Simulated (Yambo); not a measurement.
Na3Sb (space group P6_3/mmc, No. 194), G0W0@PBEsol (Yambo, plasmon pole, terminator in G, 3×3×1 mesh): gap Γ → Γ in eV by bands and screening block.

| bands (W and G) | 2 Ry | 3 Ry | 4 Ry | 5 Ry | 6 Ry |
|---|---|---|---|---|---|
| 73 | ___ | 1.03 | ___ | 1.07 | 1.07 |
| 104 | 0.94 | 1.03 | 1.07 | 1.09 | 1.09 |
| 146 | 0.94 | 1.05 | 1.10 | 1.13 | 1.14 |
| 199 | 0.93 | 1.05 | 1.11 | 1.14 | 1.15 |
| 252 | 0.92 | ___ | 1.11 | 1.14 | 1.15 |

### Question
Estimate the withheld gaps from their neighbours; the computed values follow.

### Answer

- 73, 2 Ry: 0.96
- 73, 4 Ry: 1.06
- 252, 3 Ry: 1.04

The largest settings aren't shown to be the converged limit.

The standard potential for Sb keeps a d shell in the valence without the s and p states of that shell. In tests on such compounds this moved G0W0 gaps by up to about 0.9 eV, so absolute quasiparticle energies here are unreliable; differences between settings are what counts.

Spin-orbit coupling is not included.

Geometry of the Materials Project entry, not relaxed at this level; primitive cell a = b = 5.3207 Å, c = 9.4701 Å, α = β = 90.00°, γ = 120.00°.
